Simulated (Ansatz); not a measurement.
Computed properties of SrO

SrO:
```
SrO
1.0
    3.47768     0.00000     0.00000
   -1.73884     3.01176     0.00000
    0.00000     0.00000     6.08602
Sr O
2 2
Direct
  0.33333   0.66667   0.25000
  0.66667   0.33333   0.75000
  0.00000   0.00000   0.00000
  0.00000   0.00000   0.50000
```

Space group P6_3/mmc (No. 194), NiAs type; conventional cell a = 3.478 Å, b = 3.478 Å, c = 6.086 Å, α = 90.00°, β = 90.00°, γ = 120.00°.

Method: the program Ansatz at the LDA level (PAW). The cell and atoms are relaxed at this level. Other levels are named where they apply.

Cell and energy:

```yaml
volume_per_atom: 15.94 Å³
density: 5.40 g/cm³
Formation energy from the elements (no fitted shifts): -2.86 eV/atom
```

Electronic structure:

```yaml
band_gap: 2.94 eV (indirect)
valence_band_maximum: at Γ
conduction_band_minimum: at M (3 equivalent valleys)
smallest_direct_gap_on_the_standard_path: 3.19 eV
electron_effective_mass: 0.51, 0.52, 1.5 mₑ (principal values)
hole_effective_mass: 0.33, 2.0, 2.0 mₑ (principal values)
```

Mechanics:

```yaml
Bulk modulus (Birch–Murnaghan fit): 99.6 GPa
Pressure derivative B′: 4.3
Elastic constants (relaxed ions, GPa): C11 = 166, C12 = 76.8, C13 = 42.2, C33 = 252, C44 = 44.8
mechanical_stability: stable (all eigenvalues of C positive)
hill_bulk_and_shear_moduli: 100 and 52.5 GPa
Young's modulus: 134 GPa
Poisson's ratio: 0.28
debye_temperature_from_the_elastic_constants: 411 K
```

Dielectric response:

```yaml
Electronic dielectric constant ε∞ (DFPT): 3.93 (xx = yy), 4.17 (zz)
Static dielectric constant ε0 (ions relaxed, cell fixed): 11.6 (xx = yy), 18.6 (zz)
Born charges (a third of the trace): Sr +2.37, O -2.37 e
```

Phonons:

```yaml
Highest zone-centre frequency (without LO–TO term): 485 cm^-1
zone_centre_stability: no imaginary mode at Γ
dynamical_stability_on_the_path: stable (no imaginary branch)
zero_point_energy: 43.4 meV/atom
Vibrational entropy at 300 K: 26.4 J/(K·mol of atoms)
```

The workflow started from a Materials Project entry (that database holds measured and hypothetical structures alike); the Crystallography Open Database copy checked does not list it. It is not the phase usual at ambient conditions (space group No. 225). The LDA relaxation kept the symmetry of its start. The references are the lowest solids computed at this level, not always the standard phases (solids in place of the gases). Spin–orbit coupling is left out wherever it is not named.

Potentials: the later of the program's two PAW sets.
